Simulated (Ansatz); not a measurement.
# Structures of CdMo: which is lowest?

Plane-wave DFT in Ansatz with scalar-relativistic PAW potentials, cutoff 420 eV, Γ-centred meshes chosen by cell and gap, Gaussian smearing with energies taken to zero width. Every cell was relaxed (cell and atoms) in a run of its own, within the symmetry of its start. Functional: PBE.

Relaxed structures (starts from databases or built by putting these elements on another compound's sites):
A. Fd-3m, 4 atoms in the computed cell, a = 6.589 Å; sites (symmetry × multiplicity) Cd -43m × 8, Mo -43m × 8; start: built
B. P4/mmm, 2 atoms in the computed cell, a = 2.761 Å, c = 4.634 Å; sites (symmetry × multiplicity) Cd 4/mmm × 1, Mo 4/mmm × 1; start: built
C. R-3m, 2 atoms in the computed cell, a = 2.876 Å, c = 14.919 Å; sites (symmetry × multiplicity) Cd -3m × 3, Mo -3m × 3; start: built

Q: Rank them by energy. Could pressure change the order?

A:
```tsv
structure	group	E − E(lowest) (meV/atom)	V (Å³/atom)	gap on mesh (eV)
B	P4/mmm	0.0	17.66	0.00
C	R-3m	65	17.81	0.00
A	Fd-3m	103	17.88	0.00
```

B is lowest, 65 meV/atom under C. The lowest is also the densest of these, so pressure wouldn't bring one of the others in at first order. Other structures may lie lower than all of these, and vibrations aren't counted.